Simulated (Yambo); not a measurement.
Yambo run on CaCd₂P₂ (space group P-3m1, No. 164). The wavefunctions are PBEsol (pw.x of Quantum ESPRESSO, ONCV potentials, without SOC) ones on a 3×3×2 mesh (30 occupied bands); a = 4.2923 Å, b = 4.2923 Å, c = 7.0555 Å, α = 90.00°, β = 90.00°, γ = 120.00°.

Yambo input:

```
gw0
dyson
el_el_corr
HF_and_locXC
ppa
em1d
EXXRLvcs= 102 Ry
VXCRLvcs= 408 Ry
Chimod= "HARTREE"
% BndsRnXp
 10 | 217 |
%
NGsBlkXp= 8 Ry
% LongDrXp
 1.0 | 1.0 | 1.0 |
%
PPAPntXp= 27.2114 eV
% GbndRnge
 1 | 217 |
%
GTermKind= "BG"
DysSolver= "n"
ExtendOut
% QPkrange
 1 | 1 | 30 | 31 |
%
```

k points by index: 1 = Γ.

Table of the .qp output:

```
#    K-point    Band    Eo [eV]    E [eV]    E-Eo [eV]    Vxc [eV]    Vnlxc [eV]    Sc|Eo [eV]    Sc|E [eV]    dSc/dw|Eo [eV]    Re(Z)    Im(Z)
#
    1    30    0.000000    -0.423160    -0.423160    -13.18233    -14.82556    1.103099    1.220070    -7.520513    0.783467    -0.001441
    1    31    0.746846    1.000588    0.253742    -10.82620    -6.547391    -3.960671    -4.025063    -6.902452    0.797662    -0.001372
```
(The two width columns are left out.) Convergence of these settings isn't established.

Geometry of the Materials Project entry, not relaxed at this level.
